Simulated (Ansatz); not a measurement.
The numbers come from plane-wave PAW DFT (Ansatz): r2SCAN, no spin polarisation, 500 eV, 4×3×2 (shifted by 0, 0.5, 0 steps) k points, fermi-dirac occupations (width 0.1 eV). Nothing was relaxed.

Computed maps in the lattice plane spanned by a (left to right, 4.90 Å, 15 points from zero) and b (bottom to top, 7.70 Å, 23 points from zero), 94° apart, at height 0.281 along c. The fields are smooth PAW ones with compensation charges, not the true ones near nuclei.

Valence density. Digits on a logarithmic scale: 0 up to 0.03 e/Å³, each further digit a factor of 1.6, 9 from 1.3 e/Å³ up:
```
135799998742000
024678987532000
013566665322110
112344433333332
321112222345554
431000123567776
531000024678987
642000135789998
642000135789998
532000135689987
431111134577776
322222223456654
233443322334433
356665432112222
578887532000013
688788642000024
797088642100025
788788643210025
678887765421024
467788877542113
245789998753101
135799999753100
135799999753100
```

The cell is RhS2I6. Which atoms lie within 0.2 Å of this plane, and where (fractions of a and b)?

I at (0.40, 0.01), S at (0.19, 0.26). The whole cell:
```xyz
9
Lattice="4.8950 0.0000 0.0000 -0.5931 7.6730 0.0000 -1.3073 -2.3637 8.8173" Properties=species:S:1:pos:R:3 pbc="T T T"
I     1.6070   -0.5826    2.4794
I     1.3875    5.8919    6.3379
I     0.9479    2.2189    0.4814
I     2.0467    3.0904    8.3359
S     0.3841    1.3327    2.4847
S     2.6104    3.9766    6.3326
Rh    1.4973    2.6547    4.4086
I    -0.1178    1.1903    5.8097
I     3.1124    4.1191    3.0076
```

Origin: a known structure type with other elements, at an estimated volume, so it need not be a known compound. Caveats: many states at the Fermi level without spin polarisation, so a magnetic state may lie lower; the k mesh is coarse if the cell is a metal; atoms or cell far from equilibrium.
